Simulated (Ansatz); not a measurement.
Si₃N₄:
```
CELL_PARAMETERS angstrom
      0.00000     3.87188     3.87188
      3.87188     0.00000     3.87188
      3.87188     3.87188     0.00000
ATOMIC_POSITIONS crystal
  Si 0.62500 0.62500 0.62500
  Si 0.12500 0.62500 0.62500
  Si 0.62500 0.12500 0.62500
  Si 0.62500 0.62500 0.12500
  Si 0.25000 0.25000 0.25000
  Si 0.00000 0.00000 0.00000
  N  0.86755 0.86755 0.86755
  N  0.39735 0.86755 0.86755
  N  0.86755 0.39735 0.86755
  N  0.86755 0.86755 0.39735
  N  0.38245 0.38245 0.38245
  N  0.85265 0.38245 0.38245
  N  0.38245 0.85265 0.38245
  N  0.38245 0.38245 0.85265
```

Relaxed with PBEsol. PBEsol in the plane-wave PAW code Ansatz gives a gap of 3.29 eV.

Problem. What gap does HSE06 give on the same cell (Ansatz, PAW)?

Solution. 4.73 eV, 1.44 eV more. The hybrid was solved on a coarser mesh and at special points; its gap is the smallest among all of these.

| k | v1 PBEsol | c1 PBEsol | v1 HSE06 | c1 HSE06 |
|---|---|---|---|---|
| Γ | -0.04 | 3.29 | -0.04 | 4.73 |
| X | -0.46 | 6.59 | [?] | [?] |
| L | -0.36 | 4.87 | [?] | [?] |
| W | -0.77 | 6.58 | [?] | [?] |
| K | -0.23 | 6.13 | [?] | [?] |

Problem. Top valence (v1) and lowest conduction level (c1) in eV from each method's valence maximum (which need not be a listed point): supply the withheld HSE06 values.

Solution. 
- X, v1 HSE06: -0.49
- X, c1 HSE06: 8.23
- K, v1 HSE06: -0.25
- K, c1 HSE06: 7.72
- W, v1 HSE06: -0.81
- W, c1 HSE06: 8.19
- L, v1 HSE06: -0.38
- L, c1 HSE06: 6.42

Cost on shared cores: the PBEsol run (SCF on a 6×6×6 mesh, then bands and DOS) about 80 core-seconds (a rough figure), the HSE06 run (SCF on 4×4×4, then a few points) about 8 core-minutes (a rough figure); the tasks are unlike.

Space group Fd-3m. Symmetry was held in the PBEsol relaxation; of distortions, only those at the zone centre were tested.

Potentials: the later of the program's two PAW sets.
